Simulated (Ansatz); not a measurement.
AlN (wurtzite)

```
CELL_PARAMETERS angstrom
      3.10673     0.00000     0.00000
     -1.55337     2.69051     0.00000
      0.00000     0.00000     4.97852
ATOMIC_POSITIONS crystal
  Al 0.66667 0.33333 0.00341
  Al 0.33333 0.66667 0.50341
  N  0.66667 0.33333 0.62179
  N  0.33333 0.66667 0.12179
```

Equation-of-state scan: isotropic scaling of the cell above, V₀ being its volume. The atoms relax within the cell's symmetry.

Level of theory: r2SCAN (plane waves to 500 eV, PAW, scalar-relativistic; Ansatz, a quantum-chemistry and plane-wave program). k mesh 13×13×7 (Γ-centred), Fermi-Dirac smearing 0.05 eV. Compression counts positive. AlN was relaxed with its symmetry unable to fall.

At one point of the scan the stress tensor (GPa) is:

```
   -9.6      0.0      0.0
    0.0     -9.6      0.0
    0.0      0.0     -8.8
```

Which point is it?
A. V/V₀ = 1.075
B. V/V₀ = 1.050
C. V/V₀ = 1.100
D. V/V₀ = 1.025

B, V/V₀ = 1.050

(A scan under strain: stresses follow from slopes of the energy per volume, elastic moduli from its curvatures.)
